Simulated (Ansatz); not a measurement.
Here is an unrelaxed guess for CdBiO4.

```yaml
crystal:
  lattice:
    - [3.00588, 0.00000, 0.00000]
    - [0.00000, 3.00588, 0.00000]
    - [0.00000, 0.00000, 10.51276]
  atoms:
    - { symbol: Cd, position: [0.00000, 0.00000, 0.00000] }
    - { symbol: Bi, position: [0.50000, 0.50000, 0.50000] }
    - { symbol: O, position: [0.50000, 0.50000, 0.17034] }
    - { symbol: O, position: [0.00000, 0.00000, 0.65261] }
    - { symbol: O, position: [0.00000, 0.00000, 0.34739] }
    - { symbol: O, position: [0.50000, 0.50000, 0.82966] }
```

All numbers below come from DFT PBE, scalar-relativistic, plane waves, PAW (Ansatz). Plane waves to 420 eV, a k mesh through Γ of 6×6×2 on the computed 6-atom cell and Gaussian smearing (0.10 eV); no spin polarisation.

The zero of energy is the elements' standard structures at the same level (O₂ as a molecule); no fitted shifts are applied.

**Question.** How far from equilibrium is it?

**Answer.** The pressure is -11.7 GPa (the mean over three directions, positive in compression), the largest force is 2.66 eV/Å, and the energy is +0.67 eV/atom against the elements. The shortest distance is 2.66 Å.

**Question.** Is it a good guess?

**Answer.** A rough one: relaxing gains about 0.92 eV/atom (the start's value is from the coarse mesh, so the gain is rough) in 29 ionic steps and ends at −0.25 eV/atom on the finer mesh. The symmetry stays P4/mmm (No. 123). The volume per atom shrinks by 18.2 %, from 15.8 to 13.0 Å³. The shortest distance goes from 2.66 Å (Bi–O) to 1.47 Å (O–O). The ratio c/a of the conventional cell changes by a factor of 0.59. Conventional cell: a = 3.352 Å, c = 6.919 Å. Cd is surrounded by 2 O at 2.31 Å and 8 O at 2.48 Å; Bi is surrounded by 10 O at 2.64–2.72 Å and 4 Bi at 3.35 Å; around O on its first site lie 1 O at 1.47 Å, 4 Cd at 2.48 Å, 1 Bi at 2.72 Å and 4 O at 2.84 Å; 1 more site not described.

The last run used a 12×12×6 mesh (in the run's order of axes) for its 6-atom cell and Gaussian smearing of 0.10 eV. These runs have no spin–orbit coupling, which can matter for Bi. An odd number of electrons in the primitive cell allows no gap without spin; a larger cell or a magnetic state could open one. The cell is a metal run without spin; a magnetic state may lie lower. The relaxation can't lower the symmetry of the start, and the grade says only how near the guess is to its own end. A structure relaxed within its symmetry needn't be a true minimum. Another cell of CdBiO4 relaxed alike, in Cmmm, lies 0.37 eV/atom lower, so this cell isn't the stable form at this level.
